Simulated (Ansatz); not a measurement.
A plane-wave DFT run in Ansatz 0.2.0 (scalar-relativistic PAW potentials unless the input names others): input and command.

```yaml
crystal:
  lattice:
    - [0.0, 4.276521463, 4.276521463]
    - [4.276521463, 0.0, 4.276521463]
    - [4.276521463, 4.276521463, 0.0]
  atoms:
    - { symbol: Rb, position: [0.25, 0.25, 0.25] }
    - { symbol: Rb, position: [0.75, 0.75, 0.75] }
    - { symbol: Fe, position: [0.0, 0.0, 0.0], spin: 4.42 }
    - { symbol: Cu, position: [0.5, 0.5, 0.5], spin: 0.12 }
    - { symbol: F, position: [0.2319642593, 0.2319642593, 0.7680357407] }
    - { symbol: F, position: [0.2319642593, 0.7680357407, 0.7680357407] }
    - { symbol: F, position: [0.7680357407, 0.7680357407, 0.2319642593] }
    - { symbol: F, position: [0.2319642593, 0.7680357407, 0.2319642593] }
    - { symbol: F, position: [0.7680357407, 0.2319642593, 0.7680357407] }
    - { symbol: F, position: [0.7680357407, 0.2319642593, 0.2319642593] }
basis:
  xc_grid: 2
kpoints:
  mp_grid: { grid: [6, 6, 6] }
hamiltonian:
  xc: pbe
  hubbard:
    sites:
      - { species: Fe, l: d, u_eff: 5.3 }
      - { species: Cu, l: d, u_eff: 4.0 }
scf:
  occupations: { method: gaussian, width: 0.02 }
output:
  forces: true
  eigenvalues: true
  stress: true
magnetization:
  spin_polarized: true
accuracy: medium
```

```bash
ansatz run input.yaml --threads 2 --pin off --max-ram 5120MiB --backend cpu --events-out ev --progress --plain --runs-dir out
```

Abridged log:
```
Warning: where an SCF of this run starts from atoms to list the orders of its open shells, Fe (site 2, from 0) starts with 4.00 μB on its 3d shell, in the place of the 4.42 μB that the deck gives it: its open shells can hold no more by Hund's first rule. To start from spheres of the given moment, type scf.initial_density.shell_occupations: []
Basis set: ecut = 420 eV, 3119 PW (Γ), exchange–correlation on 90×90×90 points (8 copies of the dense FFT grid, shifted against one another)
Bands: 60, of which v1, the nominal top of the filled ones, is band 48 counted from 1 (47 counted from 0)
Symmetry: 48 space group operations
k-points: 16 of 216
SCF iter   1: F=—  HF=-22510.530846 eV  |F-HF|=—  |Δ(HF+E_count)|=         —  Δρ=2.36e-1 (↑1.15e-1 ↓2.36e-1) dr2=1.53e2  dr2_m=1.01e1  M=2.177 μB ∫|m|=2.185 μB  β_m=0.30  ethr=3.10e-3  ⟨swp⟩=7.5  Hψ=7775  notcnv=0  defer=3
spin=Collinear: Kerker preconditioning applied to the charge; magnetization (m = ρ↑ − ρ↓) channel mixes plain (no charge-response kernel on spin).
SCF iter   2: F=—  HF=-22498.036579 eV  |F-HF|=—  |Δ(HF+E_count)|=    1.25e1  Δρ=8.47e-2 (↑3.41e-2 ↓8.47e-2) dr2=1.67e1  dr2_m=2.13e0  M=5.000 μB ∫|m|=5.002 μB  β_m=0.30  ethr=3.10e-3  ⟨swp⟩=4.1  Hψ=5135  notcnv=0  defer=151
spin=Collinear: Resta preconditioning applied to the charge; magnetization (m = ρ↑ − ρ↓) channel mixes plain (no charge-response kernel on spin).
SCF iter   3: F=—  HF=-22495.343437 eV  |F-HF|=—  |Δ(HF+E_count)|=    2.69e0  Δρ=5.44e-2 (↑2.23e-2 ↓5.44e-2) dr2=6.42e0  dr2_m=1.38e0  M=5.000 μB ∫|m|=5.004 μB  β_m=0.30  ethr=3.10e-3  ⟨swp⟩=3.5  Hψ=4059  notcnv=0  defer=200
SCF iter   4: F=—  HF=-22494.095064 eV  |F-HF|=—  |Δ(HF+E_count)|=    1.25e0  Δρ=2.95e-2 (↑2.95e-2 ↓1.54e-2) dr2=9.44e-1  dr2_m=4.96e-1  M=5.000 μB ∫|m|=5.003 μB  β_m=1.00  ethr=3.10e-3  ⟨swp⟩=3.8  Hψ=4131  notcnv=0  defer=211
SCF iter   5: F=—  HF=-22494.094135 eV  |F-HF|=—  |Δ(HF+E_count)|=   9.29e-4  Δρ=2.00e-2 (↑6.34e-3 ↓2.00e-2) dr2=9.58e-1  dr2_m=9.29e-2  M=5.000 μB ∫|m|=5.024 μB  β_m=0.30  ethr=9.94e-4  ⟨swp⟩=3.5  Hψ=4140  notcnv=0  defer=204
SCF iter   6: F=—  HF=-22494.044209 eV  |F-HF|=—  |Δ(HF+E_count)|=   4.99e-2  Δρ=7.45e-3 (↑5.18e-3 ↓7.45e-3) dr2=1.40e-1  dr2_m=1.75e-2  M=5.000 μB ∫|m|=5.021 μB  β_m=0.30  ethr=9.94e-4  ⟨swp⟩=3.5  Hψ=3266  notcnv=0  defer=205
SCF iter   7: F=—  HF=-22494.093506 eV  |F-HF|=—  |Δ(HF+E_count)|=   4.93e-2  Δρ=5.22e-3 (↑2.88e-3 ↓5.22e-3) dr2=6.17e-2  dr2_m=9.56e-3  M=5.000 μB ∫|m|=5.022 μB  β_m=0.30  ethr=1.47e-4  ⟨swp⟩=2.0  Hψ=2399  notcnv=0  defer=210
Mixer restart at iter 7: flushing history
spin-set hold released at iteration 7 (site moments contracting): the magnetisation degrees of freedom join the quasi-Newton model from the next iteration; the mixer history was flushed
SCF iter   8: F=—  HF=-22494.113447 eV  |F-HF|=—  |Δ(HF+E_count)|=   1.99e-2  Δρ=2.73e-3 (↑2.23e-3 ↓2.73e-3) dr2=1.99e-2  dr2_m=3.72e-3  M=5.000 μB ∫|m|=5.022 μB  β_m=0.55  ethr=6.50e-5  ⟨swp⟩=2.9  Hψ=3282  notcnv=0  defer=210
SCF iter   9: F=—  HF=-22494.143770 eV  |F-HF|=—  |Δ(HF+E_count)|=   3.03e-2  Δρ=2.15e-3 (↑7.97e-4 ↓2.15e-3) dr2=1.10e-2  dr2_m=1.18e-3  M=5.000 μB ∫|m|=5.024 μB  β_m=0.52  ethr=2.10e-5  ⟨swp⟩=3.1  Hψ=3516  notcnv=0  defer=210
SCF iter  10: F=—  HF=-22494.144512 eV  |F-HF|=—  |Δ(HF+E_count)|=   7.42e-4  Δρ=5.49e-4 (↑2.75e-4 ↓5.49e-4) dr2=6.92e-4  dr2_m=8.00e-5  M=5.000 μB ∫|m|=5.024 μB  β_m=0.62  ethr=1.16e-5  ⟨swp⟩=2.0  Hψ=3822  notcnv=0  defer=211
SCF iter  11: F=—  HF=-22494.144956 eV  |F-HF|=—  |Δ(HF+E_count)|=   4.44e-4  Δρ=6.27e-4 (↑4.65e-4 ↓6.27e-4) dr2=9.90e-4  dr2_m=2.48e-5  M=5.000 μB ∫|m|=5.024 μB  β_m=0.58  ethr=7.28e-7  ⟨swp⟩=2.0  Hψ=3328  notcnv=0  defer=211
SCF iter  12: F=—  HF=-22494.144840 eV  |F-HF|=—  |Δ(HF+E_count)|=   1.16e-4  Δρ=1.89e-4 (↑9.12e-5 ↓1.89e-4) dr2=8.64e-5  dr2_m=1.15e-5  M=5.000 μB ∫|m|=5.024 μB  β_m=0.58  ethr=7.28e-7  ⟨swp⟩=2.0  Hψ=3279  notcnv=0  defer=211
SCF iter  13: F=—  HF=-22494.144842 eV  |F-HF|=—  |Δ(HF+E_count)|=   1.60e-6  Δρ=9.61e-5 (↑4.07e-5 ↓9.61e-5) dr2=2.18e-5  dr2_m=3.30e-6  M=5.000 μB ∫|m|=5.024 μB  β_m=0.79  ethr=9.09e-8  ⟨swp⟩=2.0  Hψ=2523  notcnv=0  defer=211
SCF iter  14: F=—  HF=-22494.144844 eV  |F-HF|=—  |Δ(HF+E_count)|=   1.86e-6  Δρ=1.24e-5 (↑1.02e-5 ↓1.24e-5) dr2=1.01e-6  dr2_m=1.02e-8  M=5.000 μB ∫|m|=5.024 μB  β_m=0.89  ethr=2.29e-8  ⟨swp⟩=2.0  Hψ=2493  notcnv=0  defer=211
SCF iter  15: F=—  HF=-22494.144844 eV  |F-HF|=—  |Δ(HF+E_count)|=   5.80e-8  Δρ=8.37e-6 (↑3.29e-6 ↓8.37e-6) dr2=1.70e-7  dr2_m=1.32e-8  M=5.000 μB ∫|m|=5.024 μB  β_m=0.94  ethr=1.07e-9  ⟨swp⟩=2.0  Hψ=2638  notcnv=0  defer=211
SCF iter  16: F=-22494.144844 eV  HF=-22494.144844 eV  |F-HF|=3.49e-10  |Δ(HF+E_count)|=  7.64e-10  Δρ=8.88e-7 (↑8.88e-7 ↓8.48e-7) dr2=3.04e-9  dr2_m=1.72e-10  M=5.000 μB ∫|m|=5.024 μB  ethr=1.05e-10  ⟨swp⟩=13.2  Hψ=8955  notcnv=0
SCF 1 converged in 16 iterations: F = -22494.144844 eV  dr2 = 3.04e-9
SCF converged after 16 iterations
Magnetization: 5.0000 μB (50.0000 up, 45.0000 down)
Absolute magnetization: 5.0245 μB (∫|ρ↑−ρ↓|, with the PAW one-centre terms)
Spin contamination: 0.0034 ħ² per cell (⟨S²⟩ above its minimum at these occupations)
Per-site moments (μB) at R_I (Å): [(0.00022926, 1.24900437), (0.00022926, 1.24900437), (4.03490951, 0.81840011), (0.06089276, 0.94566499), (0.08319076, 0.81840011), (0.08319076, 0.81840011), (0.08319076, 0.81840011), (0.08319076, 0.81840011), (0.08319076, 0.81840011), (0.08319076, 0.81840011)]
Free energy (F): -22494.144844 eV
Harris-Foulkes:  -22494.144844 eV  (|F-HF|=3.49e-10)
Internal energy: -22494.144844 eV  (E = F + TS)
E sigma→0 (E₀):  -22494.144844 eV
Fermi energy:    6.161604 eV
--- Forces (eV/Å), atoms counted from 1 ---
  atom   1  Rb     0.00000000     0.00000000     0.00000000
  atom   2  Rb     0.00000000     0.00000000     0.00000000
  atom   3  Fe     0.00000000     0.00000000     0.00000000
  atom   4  Cu     0.00000000     0.00000000     0.00000000
  atom   5  F      0.00000000     0.00000000    -0.00043771
  atom   6  F      0.00043771     0.00000000     0.00000000
  atom   7  F      0.00000000     0.00000000     0.00043771
  atom   8  F      0.00000000    -0.00043771     0.00000000
  atom   9  F      0.00000000     0.00043771     0.00000000
  atom  10  F     -0.00043771     0.00000000     0.00000000
--- Stress (GPa, compression-positive) ---
        0.034333       0.000000       0.000000
        0.000000       0.034333       0.000000
        0.000000       0.000000       0.034333
  P = ⅓ Tr σ = 0.0343 GPa (0.343 kbar)
Occupation matrices written to <dir>
```

Apart from outputs, empty bands and the relaxation, which only the reference makes, the input differs from a reference run on usual settings in accuracy: not typed → "medium"; basis.xc_grid: not typed → 2; basis.ecutwfc: 420 → not typed. The reference, at the same geometry, ended its own course with pressure 0.03 GPa, largest force 0.000 eV/Å, gap on the mesh 1.55 eV. This run converged in 16 SCF iterations with an energy at zero smearing within 0.01 meV/atom of the reference's, pressure 0.03 GPa, largest force 0.000 eV/Å, gap on the mesh 1.55 eV.

Moments start parallel, and another magnetic order may lie lower.

The run took 55 s on 2 threads of Intel(R) Xeon(R) Processor @ 2.50GHz (Skylake/Cascade Lake), on a shared host, peak memory 0.76 GiB.